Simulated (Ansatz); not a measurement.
Below is a relaxed structure of Ca3C5. The cell was found from a structure generator's guess, not taken from experiment.

The calculation used Ansatz 0.2.0, DFT PBE, scalar-relativistic, plane waves, PAW. Cutoff 420 eV, Γ-centred mesh, Gaussian smearing, no spin polarisation.

```yaml
crystal:
  lattice:
    - [0.00000, 4.28538, 4.28538]
    - [4.28538, 0.00000, 4.28538]
    - [4.28538, 4.28538, 0.00000]
  atoms:
    - { symbol: Ca, position: [0.75000, 0.75000, 0.75000] }
    - { symbol: Ca, position: [0.25000, 0.25000, 0.25000] }
    - { symbol: Ca, position: [0.00000, 0.00000, 0.00000] }
    - { symbol: C, position: [0.21137, 0.59621, 0.59621] }
    - { symbol: C, position: [0.59621, 0.21137, 0.59621] }
    - { symbol: C, position: [0.59621, 0.59621, 0.21137] }
    - { symbol: C, position: [0.59621, 0.59621, 0.59621] }
    - { symbol: C, position: [0.50000, 0.50000, 0.50000] }
```

Formation energies are uncorrected and refer to the elements' standard structures at the same level.

Question: What space group does it have?

Answer: F-43m (No. 216). Conventional cell: a = 8.571 Å. Ca on its first site is surrounded by 4 C at 2.28 Å, 4 C at 3.71 Å and 4 Ca at 3.71 Å; Ca on its second site has 16 C at 3.50–3.71 Å and 4 Ca at 3.71 Å; Ca on its third site has 12 C at 3.65 Å and 8 Ca at 3.71 Å; around C on a site of symmetry 3m lie 1 C at 1.43 Å, 1 Ca at 2.28 Å, 3 C at 2.33 Å, 3 Ca at 3.50 Å and 3 Ca at 3.65 Å; 1 more site not described.

Question: What is its formation energy per atom?

Answer: +1.243 eV/atom. A positive value: parting into the elements would lower its energy.

Question: Is it a metal?

Answer: No, the gap on the 6×6×6 mesh is 0.66 eV.

The last run used a 6×6×6 mesh for its 8-atom cell and Gaussian smearing of 0.02 eV. Kohn–Sham gaps at this level usually fall short of measured ones. The reference form of C is held partly by dispersion forces, which this level lacks. A structure relaxed within its symmetry needn't be a true minimum.
